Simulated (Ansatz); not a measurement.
All-electron LAPW in Ansatz 0.2.0 under PBE, scalar-relativistic, energies extrapolated to zero smearing. Slabs are 1×1 cells cut from bulk crystals relaxed on PAW files, with atoms then relaxed, 16 to 20 Å of vacuum, a dipole correction, k spacings of 0.16 to 0.26 Å⁻¹ and smearing of 0.02 to 0.1 eV, without spin–orbit coupling; Cr, Mn, Fe, Co, Ni, Eu and Gd start ferromagnetic, the others run without spin. The bulk type named needn't be the stable one, and no reconstruction is allowed.

```csv
slab,area (Å²),γ (J/m²),Φ (eV),Δd12 (%)
"hcp Co (10-10), 6 layers",10.06,2.30,4.73,-15.3
"hcp Co (0001), 3 layers",5.38,2.17,?,-1.8
"hcp Co (0001), 4 layers",5.38,2.12,4.96,-3.3
"hcp Co (0001), 7 layers",5.38,?,4.96,-2.9
"hcp Co (10-10), 8 layers",10.06,2.29,4.74,-14.0
"hcp Co (10-10), 4 layers",10.06,2.27,4.76,-21.6
"hcp Co (0001), 1 layer",5.38,2.30,4.99,–
```

Problem. Give the missing entry: row "hcp Co (0001), 3 layers", column "Φ (eV)".

Solution. 4.97.

Problem. Fill in "γ (J/m²)" for the row "hcp Co (0001), 7 layers".

Solution. 2.14.
